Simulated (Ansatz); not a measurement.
Relaxed-ion elastic tensor of KCl (rock salt, Fm-3m) in GPa (Voigt order), PBEsol in the plane-wave PAW code Ansatz; density 2.03 g/cm³, 30.42 Å³ per atom.

```tsv
	1	2	3	4	5	6
1	43.1	6.1	6.1	0.0	0.0	0.0
2	6.1	43.1	6.1	0.0	0.0	0.0
3	6.1	6.1	43.1	0.0	0.0	0.0
4	0.0	0.0	0.0	6.5	0.0	0.0
5	0.0	0.0	0.0	0.0	6.5	0.0
6	0.0	0.0	0.0	0.0	0.0	6.5
```

### Question
Is the crystal mechanically stable?

### Answer
Yes: the smallest eigenvalue of C is 6.5 GPa.

### Question
Work out the Voigt, Reuss and Hill averages.

### Answer
K_V = 18.5, K_R = 18.5, K_H = 18.5; G_V = 11.3, G_R = 8.7, G_H = 10.0 GPa.

### Question
Give Young's modulus, Poisson's ratio, Pugh's ratio and the universal anisotropy index.

### Answer
E = 9KG/(3K + G) = 25.4 GPa; ν = 0.27; K/G = 1.85 (near the Pugh limit of 1.75, no verdict); A_U = 5G_V/G_R + K_V/K_R − 6 = 1.46.

### Question
Estimate the sound speeds and the Debye temperature.

### Answer
v_l = √((K + 4G/3)/ρ) = 3950 m/s, v_t = √(G/ρ) = 2220 m/s, mean 2470 m/s; Θ = (h/k)(3n/4πV)^(1/3) v_m = 235 K.

### Question
Give the Zener ratio and Young's modulus along [100], [110] and [111].

### Answer
A = 2C44/(C11 − C12) = 0.35; 1/E = S11 − 2(S11 − S12 − S44/2)Γ with Γ = 0, 1/4, 1/3 gives 41.6, 20.3, 17.3 GPa.

### Question
Solve the Christoffel equation for the three sound speeds along [100], [110], [111].

### Answer
Eigenvalues of C_ijkl n_j n_l equal ρv². In km/s, slowest first: [100] 1.78, 1.78, 4.60; [110] 1.78, 3.01, 3.91; [111] 2.67, 2.67, 3.65.

Symmetry was held in the PBEsol relaxation.

Potentials: the later of the program's two PAW sets.
